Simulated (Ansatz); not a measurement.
AlGa3P4: stable or not

It was reached by relaxing an invented guess, and it needn't be the stable form of this composition.

Level of theory: DFT PBE, scalar-relativistic, plane waves, PAW (Ansatz). The final run on the 8-atom cell used 420 eV, a Γ-centred 8×8×4 mesh, 0.02 eV smearing and no spin polarisation.

```
Al Ga P
1.0
     3.89556    0.00000    0.00000
     0.00000    3.89556    0.00000
     0.00000    0.00000   11.00713
Al Ga P
1 3 4
Direct
  0.50000 0.50000 0.50000
  0.00000 0.00000 0.75003
  0.50000 0.50000 0.00000
  0.00000 0.00000 0.24998
  0.50000 0.00000 0.87505
  0.00000 0.50000 0.12495
  0.50000 0.00000 0.37556
  0.00000 0.50000 0.62444
```

Energies over the elements count from the elements' standard structures at the same level, with no fitted energy shifts. The references include black phosphorus.

Question: These tests were run: energy against the elements; random kick, then relaxation without symmetry; phonons on a 2×2×1 q mesh. What do they show?

Answer:

| test | result |
| --- | --- |
| energy against the elements | −0.481 eV/atom |
| random kick, then relaxation without symmetry | returns |
| phonons on a 2×2×1 q mesh | no imaginary mode on the mesh, but the interpolation dips to 20i cm⁻¹ between its points |

It fails none of these tests outright. Whether a mixture of other phases lies lower isn't tested here. Undecided within the accuracy: phonons on a 2×2×1 q mesh.

The reference form of P is held partly by dispersion forces, which this level lacks. The kick test ran on a coarse mesh. The run for the phonons used an 8×8×4 k mesh.
